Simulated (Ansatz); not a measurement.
Given:

GaBi:
Space group Fm-3m (No. 225); a = b = c = 5.9982 Å, α = β = γ = 90.00°

```
atom  site  symmetry       x       y       z
----  ----  --------  ------  ------  ------
Bi      4a      m-3m  0.0000  0.0000  0.0000
Ga      4b      m-3m  0.5000  0.5000  0.5000
```
(The calculation used a cell of 2 atoms; values per cell refer to that cell.)

This is the PBE-relaxed structure.

Question: All from the program Ansatz at the PBE level (PAW), unless another level is named. Give the bulk modulus (Birch–Murnaghan fit).

Answer: 476 kbar.

Question: Next, the highest zone-centre frequency?

Answer: 99 cm⁻¹.

The cell is a constructed one: a structure type filled with these elements; neither database checked (COD, Materials Project) lists it. Whether it is the stable phase at ambient conditions was not checked. The PBE relaxation kept the symmetry of its start; of distortions, only those at the zone centre were tested. As this level gives no gap, phonon frequencies hold no LO–TO term and depend on the k-mesh and smearing (Fermi–Dirac, 0.1 eV here). Scalar-relativistic: spin–orbit coupling is off unless named, which matters more the heavier the elements.

Potentials: the later of the program's two PAW sets.
